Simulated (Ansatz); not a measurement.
# Data sheet: RuC (DFT)

RuC:
```
RuC
1.0
    2.89466     0.00000     0.00000
   -1.44733     2.50685     0.00000
    0.00000     0.00000     2.65555
Ru C
1 1
Cartesian
  0.00000   0.00000   0.00000
  1.44733   0.83562   1.32778
```

Space group P-6m2 (No. 187); conventional cell a = b = 2.895 Å, c = 2.656 Å, α = β = 90.00°, γ = 120.00°.

Method: PBEsol (plane waves, PAW; program Ansatz). The cell and atoms are relaxed at this level. Other levels are named where they apply.

### Cell and energy

```json
{
 "volume_per_atom": "9.63 Å³",
 "density": "9.74 g/cm³",
 "Formation energy from the elements (no fitted shifts)": "0.55 eV/atom"
}
```

### Electronic structure

```json
{
  "electronic_character": "metallic (no gap)",
  "Density of states at the Fermi level": "0.59 states/eV per atom (mean over ±0.08 eV)",
  "Gap with spin–orbit coupling": "none (metallic)"
}
```

### Mechanics

```json
{
  "Bulk modulus (Birch–Murnaghan fit)": "368 GPa",
  "Pressure derivative B′": "4.6",
  "Elastic constants (relaxed ions, GPa)": "C11 = 464, C12 = 349, C13 = 238, C33 = 823, C44 = 111",
  "mechanical_stability": "stable (all eigenvalues of C positive)",
  "hill_bulk_and_shear_moduli": "373 and 103 GPa",
  "Young's modulus": "282 GPa",
  "Poisson's ratio": "0.37",
  "debye_temperature_from_the_elastic_constants": "512 K"
}
```

### Phonons

```json
{
  "highest_zone_centre_frequency": "575 cm^-1",
  "zone_centre_stability": "no imaginary mode at Γ"
}
```

A made-up cell: these elements were put on the sites of a structure type; neither database checked (COD, Materials Project) lists it. Whether it is the stable phase at ambient conditions was not checked. Symmetry was held in the PBEsol relaxation. The run is not spin-polarised. As this level gives no gap, shear constants depend on the k-mesh and smearing (Fermi–Dirac, 0.1 eV here). As this level gives no gap, phonon frequencies hold no LO–TO term and depend on the k-mesh and smearing (Fermi–Dirac, 0.1 eV here). On the denser mesh and wider smearing of the elastic run this cell carries a stress of 0.8 GPa. The references are the lowest solids computed at this level, not always the standard phases. Spin–orbit coupling is left out wherever it is not named.

Potentials: the earlier of the program's two PAW sets. The files were generated under PBE; for other functionals the program regenerates the frozen cores, and for LDA and PBEsol the local potential too.
